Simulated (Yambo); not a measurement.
## Ba₂MgMoO₆: lowest vertical excitons

```xyz
10
Lattice="0.0000 4.1061 4.1061 4.1061 0.0000 4.1061 4.1061 4.1061 0.0000" Properties=species:S:1:pos:R:3 pbc="T T T"
O      1.9605     4.1061     4.1061
O      6.2518     4.1061     4.1061
O      4.1061     1.9605     4.1061
O      4.1061     6.2518     4.1061
O      4.1061     4.1061     1.9605
O      4.1061     4.1061     6.2518
Mg     4.1061     4.1061     4.1061
Mo     0.0000     0.0000     0.0000
Ba     2.0531     2.0531     2.0531
Ba     6.1592     6.1592     6.1592
```

The geometry is that of Materials Project entry mp-1205825, symmetrised and not relaxed again.

BSE in Yambo on LDA (pw.x of Quantum ESPRESSO, ONCV potentials, without SOC) bands: 4×4×4 mesh, 17 valence and 6 conduction bands, static screening with 91 bands and a 3 Ry block, scissor 1.55 eV, Tamm-Dancoff; field along x.

```json
[
 {"state": "1", "energy (eV)": "2.76", "states within 2 meV": "1", "relative strength": "< 0.01", "class": "dark", "main transitions": "VB → CB (65 %)"},
 {"state": "2", "energy (eV)": "2.88", "states within 2 meV": "3", "relative strength": "< 0.01", "class": "dark", "main transitions": "several band pairs"},
 {"state": "3", "energy (eV)": "2.98", "states within 2 meV": "3", "relative strength": "< 0.01", "class": "dark", "main transitions": "several band pairs"},
 {"state": "4", "energy (eV)": "3.16", "states within 2 meV": "3", "relative strength": "< 0.01", "class": "dark", "main transitions": "several band pairs"},
 {"state": "5", "energy (eV)": "3.20", "states within 2 meV": "2", "relative strength": "< 0.01", "class": "weak", "main transitions": "VB → CB (99 %)"},
 {"state": "6", "energy (eV)": "3.25", "states within 2 meV": "2", "relative strength": "< 0.01", "class": "dark", "main transitions": "several band pairs"}
]
```

These are vertical excitations (zero momentum). The direct quasiparticle gap on this mesh is 3.58 eV; counted from there, state 1 is bound by 0.82 eV. Convergence with the mesh was not shown.

Spin singlets only. Strengths are relative to the strongest of the lowest states of this run; strong means a line over 3 % of the spectrum's maximum, dark under 0.03 %. Absolute energies carry the error of the G0W0 scissor, whose convergence isn't established.

Spin-orbit splittings are left out.

The structure is a Materials Project entry; no match was found in the copy of COD used, and its stability was not checked.
